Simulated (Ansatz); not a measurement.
A geometry of Nb away from equilibrium: step 3 of the relaxation of a randomly generated symmetric cell of Nb (space group No. 4). Calculation: r2SCAN (plane waves to 500 eV, PAW, scalar-relativistic; Ansatz, a program for electronic structure). Γ-centred k-mesh 9×10×5 on the run's cell (coarser than for final values), Fermi–Dirac smearing 0.05 eV. The plane waves were selected for a different cell earlier on the path.

```xyz
4
Lattice="3.7106 0.0000 -0.1588 0.0000 3.1695 0.0000 -2.0487 0.0000 6.5033" Properties=species:S:1:pos:R:3 pbc="T T T"
Nb     1.6248     2.8144     2.2956
Nb     0.0371     1.2297     4.0490
Nb     3.0372     1.1726     0.6460
Nb    -1.3753     2.7574     5.6985
```

Question: What forces act on the atoms (eV/Å)?

Answer: 
```json
[
 {"atom": "Nb1", "Fx": "-0.60", "Fy": "-0.13", "Fz": "0.63"},
 {"atom": "Nb2", "Fx": "0.60", "Fy": "-0.13", "Fz": "-0.63"},
 {"atom": "Nb3", "Fx": "-0.30", "Fy": "0.13", "Fz": "0.42"},
 {"atom": "Nb4", "Fx": "0.30", "Fy": "0.13", "Fz": "-0.42"}
]
```

The path ends in Im-3m (No. 229) (bcc (W type)). No spin polarisation in the result.

The run could not lose the symmetry of its start; a randomly shaken copy of 2 atoms returns to this structure.
